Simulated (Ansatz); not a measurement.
**Computed energy over volume and axial ratio: MoTe2 (2H-MoS2 type, space group P6_3/mmc)**

MoTe₂ (2H-MoS2 type, space group P6_3/mmc)

```xyz
6
Lattice="3.5421 0.0000 0.0000 -1.7711 3.0676 0.0000 0.0000 0.0000 14.1819" Properties=species:S:1:pos:R:3 pbc="T T T"
Mo     0.0000     2.0451    10.6364
Mo     1.7711     1.0225     3.5455
Te     0.0000     2.0451     1.7510
Te     1.7711     1.0225     8.8420
Te     1.7711     1.0225    12.4309
Te     0.0000     2.0451     5.3399
```

The relaxed cell is deformed in two ways at once: its volume V is scaled, and at that volume it is stretched along z (the c axis of the conventional cell) so that c/a changes. Fractional atomic positions are held.

Level of theory: r2SCAN+rVV10 (plane waves to 500 eV, PAW, scalar-relativistic; Ansatz, a first-principles code). k mesh 11×11×3 (Γ-centred), Fermi-Dirac smearing 0.05 eV. E stands for the smeared free energy. Stress and pressure are positive under compression. As the atoms are clamped, bonds stretch with the cell, which overstates energies and stresses. As the smearing reaches across the gap at some points, the response to shear is sensitive to the k mesh, so small differences along c/a are uncertain. MoTe2 is run without spin polarisation. MoTe2 was relaxed with its symmetry unable to fall. Spin-orbit coupling is left out, though Te is heavy. ΔE is measured from the relaxed starting cell.

ΔE (eV/atom), with V/V₀ across and (c/a)/(c/a)₀ down:

```csv
(c/a)/(c/a)₀ \ V/V₀,0.920,0.960,1.000,1.040,1.080
0.880,0.178,0.117,0.090,0.089,0.111
0.940,0.098,0.043,0.022,0.028,0.055
1.000,0.060,0.014,0.000,0.012,0.045
1.060,0.068,0.028,0.020,0.037,0.074
1.120,0.115,0.080,0.076,0.097,0.137
```

σzz (GPa), with V/V₀ across and (c/a)/(c/a)₀ down:

```csv
(c/a)/(c/a)₀ \ V/V₀,0.920,0.960,1.000,1.040,1.080
0.880,22.1,15.3,9.8,5.3,1.6
0.940,18.1,11.2,5.6,1.0,-2.7
1.000,11.7,5.2,0.0,-4.2,-7.5
1.060,5.6,-0.4,-5.2,-8.9,-12.0
1.120,-0.1,-5.6,-9.9,-13.3,-16.0
```

Key numbers:

| Property | Result |
|---|---|
| Lowest place on the grid | V/V₀ = 1.000, (c/a)/(c/a)₀ = 1.000 (0 meV/atom) |
| Highest place on the grid | V/V₀ = 0.920, (c/a)/(c/a)₀ = 0.880 (178 meV/atom) |

The 25 points together took very roughly 22 core-minutes.

(A scan under strain: stresses follow from slopes of the energy per volume, elastic moduli from its curvatures.)
